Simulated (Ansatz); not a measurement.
## SnO2: field gradients at two levels of theory

Cell: a computed structure from the Materials Project (it need not be an observed phase), whose atoms a relaxation with PBE at fixed cell left in place.

Space group P4_2/mnm (No. 136); a = 4.7648, c = 3.2075 Å.

```
site  Wyckoff  site symmetry       x       y       z
  Sn       2a           m.mm  0.5000  0.5000  0.5000
   O       4f           m.2m  0.1940  0.8060  0.5000
```

One atom of each set is listed.

First run. Level of theory: DFT, PBE, plane waves and PAW, scalar-relativistic, 420 eV cutoff, Γ-centred 7×7×10 k-points, Fermi–Dirac smearing 0.01 eV (Ansatz 0.2.0).

| site | V_zz (10²¹ V/m²) | η |
| --- | --- | --- |
| Sn | 5.50 | 0.71 |
| O | -10.81 | 0.13 |

Second run. The same atoms and settings, except that the functional is r2SCAN and the cutoff is 500 eV.

Problem. What does the second run give?

Solution. 

```csv
site,V_zz,η,change of V_zz
Sn,5.45,0.69,-0.05
O,-10.53,0.11,+0.28
```

The largest change of V_zz is on O, from -10.81 to -10.53. In per cent, |V_zz| changes by -1 on Sn, -3 on O (all sites that start above 0.5). Isomer shifts (Sn against SnO₂, from the density at the nucleus and a line fitted to measured compounds for each functional; the lines scatter by about 0.1 mm/s, so smaller changes between functionals mean little): Sn -0.01 → 0.00 mm/s.

For the first run: At this cell the PBE pressure is 7 GPa, so with PBE the cell would grow if it were relaxed. The entry's cell may itself be off. Without spin–orbit coupling (the program notes it for Sn) the gradients can shift somewhat, as the gap is small.
For the second run: Without spin–orbit coupling (the program notes it for Sn) the gradients are little affected as a rule: paired runs on crystals with a gap mostly move them by under 2 % at such atoms. With these PAW files V_zz is typically within 2 to 3 % of all-electron values, but misses above 10 % occur on Sn.
